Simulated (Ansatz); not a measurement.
Ba2MgMoO6:
```yaml
crystal:
  lattice:
    - [0.00000, 4.04905, 4.04905]
    - [4.04905, 0.00000, 4.04905]
    - [4.04905, 4.04905, 0.00000]
  atoms:
    - { symbol: Ba, position: [0.25000, 0.25000, 0.25000] }
    - { symbol: Ba, position: [0.75000, 0.75000, 0.75000] }
    - { symbol: Mg, position: [0.50000, 0.50000, 0.50000] }
    - { symbol: Mo, position: [0.00000, 0.00000, 0.00000] }
    - { symbol: O, position: [0.76186, 0.23814, 0.23814] }
    - { symbol: O, position: [0.23814, 0.76186, 0.76186] }
    - { symbol: O, position: [0.23814, 0.76186, 0.23814] }
    - { symbol: O, position: [0.76186, 0.23814, 0.76186] }
    - { symbol: O, position: [0.23814, 0.23814, 0.76186] }
    - { symbol: O, position: [0.76186, 0.76186, 0.23814] }
```

Relaxed with r²SCAN. Special points in fractions of this cell's reciprocal vectors: Γ (0.000, 0.000, 0.000); X (0.500, 0.000, 0.500); U (0.625, 0.250, 0.625); K (0.375, 0.375, 0.750); L (0.500, 0.500, 0.500); W (0.500, 0.250, 0.750).

Question: List the band energies nearest the valence-band maximum at these points for the program Ansatz at the r²SCAN level (PAW).

Answer: In eV from the valence-band maximum; about four levels below and three above (degenerate sets whole), none deeper than 8.9 eV; points with the same levels are listed once.

```csv
k,below,above
Γ,-0.30 -0.30 -0.30 0.00 0.00 0.00,2.86 2.86 2.86
X,-0.96 -0.96 -0.79 -0.79 -0.05,2.50 3.50 3.50
U,-0.85 -0.79 -0.75 -0.20,2.75 3.34 3.39
L,-0.59 -0.59 -0.54 -0.54 -0.41,3.00 3.11 3.11
W,-1.15 -0.92 -0.39 -0.39,3.01 3.01 3.50
```

Space group Fm-3m. The first step of the workflow began from a Materials Project structure, measured or hypothetical; the Crystallography Open Database copy checked does not list it. Its standing as an ambient phase is unchecked. The r²SCAN relaxation kept the symmetry of its start; whether a distortion lowers the energy is not shown. The run is not spin-polarised. No Hubbard U is applied. Spin–orbit coupling is left out wherever it is not named.

Potentials: the later of the program's two PAW sets.
